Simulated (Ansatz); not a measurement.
HfSO in space group P2_13 (No. 198; Hf on 4a, S on 4a, O on 4a), DFT-PBEsol in the program Ansatz with PAW potentials. The conduction-band minimum lies on the Γ–R line, 79 % of the way from Γ, with 8 equivalent valleys. Second derivatives d²E/dk² of the lowest band at one valley (eV·Å²), along Cartesian directions:

```
direction  d²E/dk²
---------  -------
[100]        8.832
[010]        8.832
[001]        8.832
[110]        9.058
[101]        9.058
[011]        9.058
```

Q: Find the principal effective masses, the density-of-states mass and the conductivity mass.

A: Off-diagonal terms follow from H_xy = H[110] − (H_xx + H_yy)/2, and m*/mₑ = 7.620 eV·Å² over each eigenvalue: 0.82, 0.89, 0.89. One valley's DOS mass (m₁m₂m₃)^(1/3) = 0.86, conductivity mass 3/(Σ 1/mᵢ) = 0.86 mₑ.

Q: What effective density of states Nc follows at 300 K for parabolic valleys?

A: Nc = 2.509e19 × 8 × (0.86)^(3/2) ≈ 1.6e20 cm⁻³.

The workflow started from a Materials Project entry (that database holds measured and hypothetical structures alike); the Crystallography Open Database copy checked does not list it. Whether it is the stable phase at ambient conditions was not checked. The PBEsol relaxation kept the symmetry of its start; whether a distortion lowers the energy is not shown. No spin polarisation was allowed. Scalar-relativistic: spin–orbit coupling is off unless named, which matters more the heavier the elements.

Potentials: the later of the program's two PAW sets.

Edges and masses are those of Kohn–Sham bands, whose gap is no quasiparticle gap.
